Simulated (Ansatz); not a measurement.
Level of theory: Ansatz, DFT PBE, scalar-relativistic, plane waves, PAW. Settings: cutoff 420 eV, Γ-centred meshes spaced at most about 0.3 Å⁻¹, and about 0.25 Å⁻¹ or finer for metals (2π included), Gaussian smearing. Collinear spin in cells that started with moments and kept them past the coarse steps, no spin elsewhere.

These are static total energies at zero pressure. All come from trial cells, and lower structures may exist.

**Question.** These unrelaxed guesses for ScAl4As are each relaxed within their symmetry. Order them by the energy at which they end, lowest first.
A.

Space group P4/mmm (No. 123). a = 4.162 Å, b = 4.162 Å, c = 6.060 Å, α = 90.00°, β = 90.00°, γ = 90.00°
| atom | site | symmetry | x | y | z |
| --- | --- | --- | --- | --- | --- |
| Sc | 1d | 4/mmm | 0.5000 | 0.5000 | 0.5000 |
| Al | 1b | 4/mmm | 0.0000 | 0.0000 | 0.5000 |
| Al | 2g | 4mm | 0.0000 | 0.0000 | 0.7553 |
| Al | 1c | 4/mmm | 0.5000 | 0.5000 | 0.0000 |
| As | 1a | 4/mmm | 0.0000 | 0.0000 | 0.0000 |

B.

Space group P6/mmm (No. 191). a = 3.610 Å, b = 3.610 Å, c = 7.846 Å, α = 90.00°, β = 90.00°, γ = 120.00°
| atom | site | symmetry | x | y | z |
| --- | --- | --- | --- | --- | --- |
| Sc | 1a | 6/mmm | 0.0000 | 0.0000 | 0.0000 |
| Al | 4h | 3m. | 0.3333 | 0.6667 | 0.7444 |
| As | 1b | 6/mmm | 0.0000 | 0.0000 | 0.5000 |

C.

Space group P4/mmm (No. 123). a = 4.993 Å, b = 4.993 Å, c = 4.484 Å, α = 90.00°, β = 90.00°, γ = 90.00°
| atom | site | symmetry | x | y | z |
| --- | --- | --- | --- | --- | --- |
| Sc | 1b | 4/mmm | 0.0000 | 0.0000 | 0.5000 |
| Al | 4o | m2m. | 0.7773 | 0.5000 | 0.5000 |
| As | 1c | 4/mmm | 0.5000 | 0.5000 | 0.0000 |

D.

Space group F-43m (No. 216). a = 7.701 Å, b = 7.701 Å, c = 7.701 Å, α = 90.00°, β = 90.00°, γ = 90.00°
```csv
atom,site,symmetry,x,y,z
Sc,4d,-43m,0.2500,0.2500,0.7500
Al,16e,.3m,0.3758,0.1242,0.1242
As,4a,-43m,0.0000,0.0000,0.0000
```

**Answer.** B (ends in P6/mmm, 0 meV/atom), D (ends in F-43m, 16 meV/atom), C (ends in P4/mmm, 0.46 eV/atom), A (ends in P4/mmm, 0.49 eV/atom).

The magnetic state reached may not be the lowest. Cells relaxed within their symmetry can be saddle points. Some structure types and database cells were kept out of the candidates from the start, so a known form may be missing.
